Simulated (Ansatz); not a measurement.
**Relaxation path: Si2W**

DFT, LDA, PAW with Ansatz's default frozen-core files, scalar-relativistic (Ansatz 0.2.0); a Γ-centred 16×16×16 k mesh, Fermi–Dirac smearing of 0.05 eV, no spin polarisation. The run relaxes shape and atoms at held volume.

Command: `ansatz run input.yaml --threads 1 --pin off --max-ram 3072MiB --backend cpu --events-out ev --progress --plain --runs-dir out` It took 52 s on 1 thread of Arm Neoverse V2, with other jobs on the host, peak memory 0.43 GiB.

PAW: frozen-core files, cutoff 420 eV; forces are relaxed below 0.01 eV/Å.

Each step lists its free energy a cell above the last geometry, the pressure, the cell vectors (Å), and Cartesian positions (Å) with forces (eV/Å).

The first step:

```
step 1  dF = 100.77 meV  P = 164.4 GPa
  cell -1.4272 1.4272 3.4637  1.4272 -1.4272 3.4637  1.4272 1.4272 -3.4637
  Si 0.0000 0.0000 2.3206   0.0000 0.0000 -1.3510
  Si 0.0000 0.0000 4.6068   0.0000 0.0000 1.3510
  W 0.0000 0.0000 0.0000   0.0000 0.0000 0.0000
```

Spin–orbit coupling is left out, which matters for the heavy atoms. The PAW files were made under PBE. The structure type is held throughout; the real material can change phase at far lower pressure.

The symmetry of the start is kept and no stability test is made, so the end need not be the stable phase.

Where does the relaxation end, and by which steps?

After 5 geometries, with conventional a, b, c = 2.821, 2.821, 7.092 Å, at 9.407 Å³/atom and 160.9 GPa in space group I4/mmm, with a shortest distance of 2.297 Å. The further steps:
```
step 2  dF = 15.81 meV  P = 162.0 GPa
  cell -1.4145 1.4145 3.5262  1.4145 -1.4145 3.5262  1.4145 1.4145 -3.5262
  Si 0.0000 0.0000 2.3470   0.0000 0.0000 -0.7794
  Si 0.0000 0.0000 4.7053   0.0000 0.0000 0.7794
  W 0.0000 0.0000 0.0000   0.0000 0.0000 0.0000
step 3  dF = 0.64 meV  P = 161.0 GPa
  cell -1.4104 1.4104 3.5465  1.4104 -1.4104 3.5465  1.4104 1.4104 -3.5465
  Si 0.0000 0.0000 2.3465   0.0000 0.0000 -0.1719
  Si 0.0000 0.0000 4.7466   0.0000 0.0000 0.1719
  W 0.0000 0.0000 0.0000   0.0000 0.0000 0.0000
step 4  dF = 0.01 meV  P = 160.9 GPa
  cell -1.4105 1.4105 3.5463  1.4105 -1.4105 3.5463  1.4105 1.4105 -3.5463
  Si 0.0000 0.0000 2.3431   0.0000 0.0000 -0.0176
  Si 0.0000 0.0000 4.7496   0.0000 0.0000 0.0176
  W 0.0000 0.0000 0.0000   0.0000 0.0000 0.0000
step 5  dF = 0.00 meV  P = 160.9 GPa
  cell -1.4106 1.4106 3.5458  1.4106 -1.4106 3.5458  1.4106 1.4106 -3.5458
  Si 0.0000 0.0000 2.3424   0.0000 0.0000 0.0002
  Si 0.0000 0.0000 4.7492   0.0000 0.0000 -0.0002
  W 0.0000 0.0000 0.0000   0.0000 0.0000 0.0000
step 6  dF = -0.09 meV  P = 160.9 GPa  (same geometry on a basis chosen anew; earlier energies don't compare to the last digit)
  cell -1.4106 1.4106 3.5458  1.4106 -1.4106 3.5458  1.4106 1.4106 -3.5458
  Si 0.0000 0.0000 2.3424   0.0000 0.0000 0.0003
  Si 0.0000 0.0000 4.7492   0.0000 0.0000 -0.0003
  W 0.0000 0.0000 0.0000   0.0000 0.0000 0.0000
```
